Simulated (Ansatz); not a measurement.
AlN:
```yaml
crystal:
  lattice:
    - [3.13027, 0.00000, 0.00000]
    - [-1.56513, 2.71089, 0.00000]
    - [0.00000, 0.00000, 5.01808]
  atoms:
    - { symbol: Al, position: [0.66667, 0.33333, 0.00337] }
    - { symbol: Al, position: [0.33333, 0.66667, 0.50337] }
    - { symbol: N, position: [0.66667, 0.33333, 0.62183] }
    - { symbol: N, position: [0.33333, 0.66667, 0.12183] }
```

Relaxed with PBE (plane waves, PAW; program Ansatz). Indices refer to the conventional cell of P6_3mc, a = 3.1303 Å, b = 3.1303 Å, c = 5.0181 Å, α = 90.00°, β = 90.00°, γ = 120.00°.

Task: Simulate the powder diffraction pattern (Cu Kα, λ = 1.54184 Å; lines above 1 %) up to 2θ = 90°.

Result: Simulated powder pattern, Cu Kα, λ = 1.54184 Å (kinematic, ideal powder, no thermal factors, no anomalous dispersion; the 30 strongest lines at most, above 1 %, up to 2θ = 90°):

```csv
2θ (°),d (Å),I/Imax (%),hkl
33.04,2.711,100,(1 0 -1 0)
35.79,2.509,62,(0002)
37.72,2.385,94,(1 0 -1 1)
49.50,1.841,34,(1 0 -1 2)
59.02,1.565,61,(1 1 -2 0)
65.58,1.424,55,(1 0 -1 3)
69.33,1.355,9.0,(2 0 -2 0)
70.98,1.328,43,(1 1 -2 2)
72.19,1.309,15,(2 0 -2 1)
75.83,1.255,2.1,(0004)
80.55,1.193,7.3,(2 0 -2 2)
85.24,1.139,2.4,(1 0 -1 4)
```

The PBE relaxation kept the symmetry of its start.

Potentials: the later of the program's two PAW sets.
